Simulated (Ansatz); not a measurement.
Harmonic vibrational thermodynamics of CoSi₂ (fluorite or antifluorite type, Fm-3m) at fixed volume, PBE (plane waves, PAW; program Ansatz). The rows extrapolate the 0 K crystal and know nothing of melting or changes of phase.

```tsv
T (K)	F_vib (meV/atom)	S (J/K per mol of atoms)	C_V (J/K per mol of atoms)
50	51.6	0.8	2.1
100	50.4	[?]	[?]
200	41.4	13.3	17.9
300	23.3	21.3	21.3
400	-2.2	27.7	22.8
600	-70.1	37.2	24.0
800	-154.7	[?]	[?]
1000	[?]	[?]	24.6
```

**Question.** What belongs in the gaps?

**Answer.** 
- 1000, F_vib (meV/atom): -252.1
- 1000, S (J/K per mol of atoms): 49.6
- 800, S (J/K per mol of atoms): 44.2
- 800, C_V (J/K per mol of atoms): 24.4
- 100, C_V (J/K per mol of atoms): 8.5
- 100, S (J/K per mol of atoms): 4.1

The cell was relaxed with PBE under the symmetry of its start; phonons on a q-mesh show no instability. The run is not spin-polarised.

Potentials: the later of the program's two PAW sets.
